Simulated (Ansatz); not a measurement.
TiAl₂ in space group Cmmm (No. 65; Al on 2a, Al on 4j, Ti on 4i, Al on 2c), PBE in the plane-wave PAW code Ansatz, all energies at zero smearing, with the estimated change up to a 700 eV cutoff added, with one set of potentials and settings (totals compare only within such a set). Cell of 6 atoms (4 Al, 2 Ti): -7151.914 eV.

| element | reference phase | E (eV/atom) |
|---|---|---|
| Al | Fm-3m, 1 atoms in the cell | -537.5049 |
| Ti | P6/mmm, 3 atoms in the cell | -2499.6739 |

Formation energy per atom, worked out: (-7151.914 − 4×(-537.5049) − 2×(-2499.6739))/6 = -0.424 eV/atom (-41 kJ per mol of atoms), at 0 K, without zero-point energy or fitted corrections.

The workflow started from an entry of the Crystallography Open Database (COD). Its standing as an ambient phase is unchecked. The cell was relaxed with PBE under the symmetry of its start; its stability against distortions is not shown here. No spin polarisation was allowed. The references are the lowest solids computed at this level, not always the standard phases.

Potentials: the later of the program's two PAW sets.
